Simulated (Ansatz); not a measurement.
Cl:
```cif
data_Cl4
_chemical_formula_sum 'Cl4'
_space_group_name_H-M_alt 'P 1'
_space_group_IT_number 1
_cell_length_a 3.86723
_cell_length_b 3.86723
_cell_length_c 8.28229
_cell_angle_alpha 90.000
_cell_angle_beta 90.000
_cell_angle_gamma 64.482
loop_
_space_group_symop_operation_xyz
  'x, y, z'
loop_
_atom_site_label
_atom_site_type_symbol
_atom_site_fract_x
_atom_site_fract_y
_atom_site_fract_z
_atom_site_occupancy
Cl1 Cl 0.88095 0.11905 0.60593 1
Cl2 Cl 0.11905 0.88095 0.39407 1
Cl3 Cl 0.61905 0.38095 0.10593 1
Cl4 Cl 0.38095 0.61905 0.89407 1
```

Relaxed with r²SCAN.

Problem. Which orbitals make up the states near the band edges in DFT-r²SCAN in the program Ansatz with PAW potentials?

Solution. Top 1 eV of the valence band: Cl 3p 99 %. Bottom 1 eV of the conduction band: Cl 3p 91 %, Cl 3s 5 %. Projections are on Löwdin-orthogonalised atomic valence shells; empty p or d shells of many metals are not among them.

Problem. Tabulate the density of states.

Solution. States/eV per cell of 4 atoms, in 0.25 eV bins, energy from the valence-band maximum.

```
E (eV)  total  Cl 3p  Cl 3s
------  -----  -----  -----
-7.85    0.00   0.00   0.00
-7.60    0.00   0.00   0.00
-7.35    0.00   0.00   0.00
-7.10    0.00   0.00   0.00
-6.85    0.00   0.00   0.00
-6.60    0.00   0.00   0.00
-6.35    0.00   0.00   0.00
-6.10    0.00   0.00   0.00
-5.85    0.48   0.44   0.03
-5.60    3.95   3.60   0.30
-5.35    5.17   4.64   0.45
-5.10    3.53   3.12   0.35
-4.85    2.10   1.83   0.23
-4.60    0.77   0.67   0.09
-4.35    0.00   0.00   0.00
-4.10    0.29   0.28   0.00
-3.85    1.97   1.95   0.01
-3.60    6.83   6.71   0.07
-3.35    4.14   4.07   0.04
-3.10    5.35   5.28   0.03
-2.85    8.84   8.73   0.04
-2.60    4.41   4.36   0.01
-2.35    0.17   0.17   0.00
-2.10    0.00   0.00   0.00
-1.85    0.00   0.00   0.00
-1.60    0.00   0.00   0.00
-1.35    0.10   0.10   0.00
-1.10    1.09   1.08   0.00
-0.85    5.62   5.56   0.03
-0.60    8.27   8.18   0.04
-0.35    9.70   9.63   0.03
-0.10    7.22   7.18   0.01
0.15     0.00   0.00   0.00
0.40     0.00   0.00   0.00
0.65     0.00   0.00   0.00
0.90     0.00   0.00   0.00
1.15     0.00   0.00   0.00
1.40     0.00   0.00   0.00
1.65     0.00   0.00   0.00
1.90     0.00   0.00   0.00
2.15     0.00   0.00   0.00
2.40     0.00   0.00   0.00
2.65     0.91   0.82   0.07
2.90     4.23   3.82   0.28
3.15     6.76   6.16   0.35
3.40     4.07   3.74   0.17
3.65     0.03   0.03   0.00
3.90     0.00   0.00   0.00
4.15     0.00   0.00   0.00
4.40     0.00   0.00   0.00
4.65     0.00   0.00   0.00
4.90     0.00   0.00   0.00
5.15     0.00   0.00   0.00
5.40     0.00   0.00   0.00
5.65     0.00   0.00   0.00
5.90     0.00   0.00   0.00
6.15     0.00   0.00   0.00
6.40     0.00   0.00   0.00
6.65     0.00   0.00   0.00
6.90     0.00   0.00   0.00
7.15     0.00   0.00   0.00
7.40     0.02   0.00   0.00
```

Space group Cmce (molecular I2 type). The cell was relaxed with r²SCAN under the symmetry of its start. The substance is a gas or liquid at ambient conditions; this is its low-temperature solid. A crystal of weakly bound molecules computed without a dispersion correction: the cell and the soft elastic constants depend strongly on that.

Potentials: the later of the program's two PAW sets.
